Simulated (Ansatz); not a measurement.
Li2Al:
```cif
data_Al2Li4
_chemical_formula_sum 'Li4 Al2'
_space_group_name_H-M_alt 'P 1'
_space_group_IT_number 1
_cell_length_a 5.33661
_cell_length_b 5.33661
_cell_length_c 4.46387
_cell_angle_alpha 90.000
_cell_angle_beta 90.000
_cell_angle_gamma 128.681
loop_
_space_group_symop_operation_xyz
  'x, y, z'
loop_
_atom_site_label
_atom_site_type_symbol
_atom_site_fract_x
_atom_site_fract_y
_atom_site_fract_z
_atom_site_occupancy
Li1 Li 0.24084 0.75916 0.75000 1
Li2 Li 0.75916 0.24084 0.25000 1
Li3 Li 0.59061 0.40939 0.75000 1
Li4 Li 0.40939 0.59061 0.25000 1
Al1 Al 0.92520 0.07480 0.75000 1
Al2 Al 0.07480 0.92520 0.25000 1
```

Relaxed with r²SCAN.

Problem. Which orbitals make up the states near the Fermi level in the program Ansatz at the r²SCAN level (PAW)?

Solution. Within 0.5 eV of the Fermi level: Al 3p 76 %, Li 2s 10 %, outside the projected shells 10 %. Projections are on Löwdin-orthogonalised atomic valence shells; empty p or d shells of many metals are not among them.

Problem. Tabulate the density of states.

Solution. States/eV per cell of 6 atoms, in 0.25 eV bins, energy from the Fermi level.

```
E (eV)  total  Al 3p  Li 2s  Al 3s
------  -----  -----  -----  -----
-7.75    0.00   0.00   0.00   0.00
-7.50    0.26   0.01   0.13   0.10
-7.25    0.75   0.05   0.34   0.33
-7.00    1.35   0.13   0.47   0.71
-6.75    1.62   0.21   0.42   0.96
-6.50    1.03   0.19   0.24   0.58
-6.25    0.84   0.19   0.18   0.46
-6.00    0.74   0.19   0.14   0.40
-5.75    0.67   0.19   0.11   0.35
-5.50    0.62   0.20   0.09   0.32
-5.25    0.59   0.20   0.08   0.30
-5.00    0.56   0.20   0.07   0.28
-4.75    0.56   0.21   0.07   0.28
-4.50    0.83   0.30   0.17   0.34
-4.25    0.99   0.36   0.22   0.38
-4.00    0.97   0.38   0.19   0.38
-3.75    1.31   0.57   0.28   0.41
-3.50    1.01   0.47   0.19   0.31
-3.25    0.60   0.31   0.10   0.17
-3.00    0.76   0.45   0.14   0.13
-2.75    1.65   1.10   0.33   0.16
-2.50    1.86   1.27   0.34   0.19
-2.25    1.90   1.33   0.31   0.19
-2.00    1.87   1.36   0.30   0.13
-1.75    1.98   1.50   0.27   0.13
-1.50    2.31   1.80   0.26   0.14
-1.25    2.46   1.94   0.24   0.15
-1.00    2.63   2.06   0.27   0.13
-0.75    2.44   1.92   0.25   0.11
-0.50    2.34   1.84   0.24   0.09
-0.25    1.85   1.44   0.18   0.07
0.00     1.35   1.02   0.13   0.06
0.25     1.19   0.87   0.12   0.05
0.50     1.04   0.75   0.10   0.04
0.75     0.95   0.67   0.09   0.04
1.00     0.89   0.61   0.07   0.04
1.25     0.83   0.53   0.06   0.06
1.50     0.91   0.49   0.07   0.12
1.75     1.22   0.53   0.15   0.27
2.00     1.97   0.62   0.47   0.43
2.25     3.12   0.78   1.01   0.60
2.50     2.74   0.70   0.84   0.45
2.75     2.43   0.69   0.69   0.30
3.00     2.92   0.82   0.76   0.29
3.25     2.30   0.54   0.63   0.19
3.50     2.12   0.47   0.56   0.17
3.75     2.34   0.53   0.62   0.20
4.00     2.56   0.60   0.62   0.22
4.25     2.27   0.48   0.52   0.18
4.50     2.30   0.46   0.52   0.19
4.75     2.23   0.45   0.49   0.18
```

Space group Cmcm. The workflow started from a Materials Project entry (that database holds measured and hypothetical structures alike); the Crystallography Open Database copy checked does not list it. With Li and Al taken as one species the cell has the higher symmetry Im-3m, so it may be an ordered model of a mixed-site phase. Whether it is the stable phase at ambient conditions was not checked. The cell was relaxed with r²SCAN under the symmetry of its start; whether a distortion lowers the energy is not shown.

Potentials: the later of the program's two PAW sets.
